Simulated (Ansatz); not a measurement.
Relaxed-ion elastic tensor of RuC (CsCl type, Pm-3m) in GPa (Voigt order), DFT-PBEsol in the program Ansatz with PAW potentials; density 10.29 g/cm³, 9.13 Å³ per atom.

```
  875    132    132    0.0    0.0    0.0
  132    875    132    0.0    0.0    0.0
  132    132    875    0.0    0.0    0.0
  0.0    0.0    0.0  -31.5    0.0    0.0
  0.0    0.0    0.0    0.0  -31.5    0.0
  0.0    0.0    0.0    0.0    0.0  -31.5
```

Problem. Is the crystal mechanically stable?

Solution. No: the smallest eigenvalue of C is -31.5 GPa.

A made-up cell: these elements were put on the sites of a structure type; neither database checked (COD, Materials Project) lists it. Its standing as an ambient phase is unchecked. Symmetry was held in the PBEsol relaxation. At this level the phase is dynamically unstable (imaginary phonons). The run is not spin-polarised. As this level gives no gap, shear constants depend on the k-mesh and smearing (Fermi–Dirac, 0.1 eV here).

Potentials: the later of the program's two PAW sets.
